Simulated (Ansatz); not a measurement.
A geometry of Pb away from equilibrium: step 2 of the relaxation of a generated trial cell of Pb in the AFLOW prototype A_oP8_62_2c (A_c). Method: PBEsol (plane waves to 420 eV, PAW, scalar-relativistic; Ansatz, a first-principles code). Γ-centred k-mesh 4×6×6 on the run's cell (coarser than for final values), Fermi–Dirac smearing 0.05 eV. The plane waves were selected for a different cell earlier on the path.

```
Pb
1.0
    7.66204     0.00000     0.00000
    0.00000     5.64377     0.00000
    0.00000     0.00000     5.81862
Pb
8
Direct
  0.48122   0.25000   0.29397
  0.98122   0.25000   0.20603
  0.51878   0.75000   0.70603
  0.01878   0.75000   0.79397
  0.19413   0.25000   0.68189
  0.69413   0.25000   0.81811
  0.80587   0.75000   0.31811
  0.30587   0.75000   0.18189
```

### Question
What forces act on the atoms (eV/Å)?

### Answer
| atom | Fx | Fy | Fz |
|---|---|---|---|
| Pb1 | 0.34 | 0.00 | -0.04 |
| Pb2 | 0.34 | 0.00 | 0.04 |
| Pb3 | -0.34 | 0.00 | 0.04 |
| Pb4 | -0.34 | 0.00 | -0.04 |
| Pb5 | 0.11 | 0.00 | 0.43 |
| Pb6 | 0.11 | 0.00 | -0.43 |
| Pb7 | -0.11 | 0.00 | -0.43 |
| Pb8 | -0.11 | 0.00 | 0.43 |

The path ends in I4/mmm (No. 139) (AFLOW prototype A_tI2_139_a (A_a)). No spin polarisation in the result.

The run could not lose the symmetry of its start: the end is stationary, and may be a saddle point rather than a minimum.

The end of the path is a generated cell of Pb: the first start was made by placing the elements on the sites of a structure type, and the end was not matched to a known phase here, so it may be hypothetical. Known forms of Pb include space group No. 225.
